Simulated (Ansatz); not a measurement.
A trial cell of TiC was relaxed with PBE (plane waves to 420 eV, PAW, scalar-relativistic; Ansatz, an electronic-structure program).

Before: Pnma (No. 62), oP8; a = 5.9210 Å, b = 3.1745 Å, c = 4.3671 Å, α = β = γ = 90.00°.

After relaxation:

Simulated powder pattern, Ag Kα, λ = 0.560885 Å (kinematic, ideal powder, no thermal factors, no anomalous dispersion; the 24 strongest lines at most, above 1 %, up to 2θ = 30°):

```tsv
2θ (°)	I/Imax (%)
12.87	83
14.88	100
21.10	64
24.79	35
25.92	21
```

Q: Identify the relaxed structure from its pattern: crystal system, space group and cell.

A: Cubic, Fm-3m (No. 225), cF8, rock salt type; a = 4.333 Å, b = 4.333 Å, c = 4.333 Å, α = 90.00°, β = 90.00°, γ = 90.00°. Sites: Ti 4b (0.500, 0.500, 0.500); C 4a (0.000, 0.000, 0.000).

Q: Index the strongest lines.

A: 12.87° (111), 14.88° (200), 21.10° (220), 24.79° (311), 25.92° (222).

No spin polarisation in the result.

The run could not lose the symmetry of its start; a randomly shaken copy of 4 atoms returns to this structure.
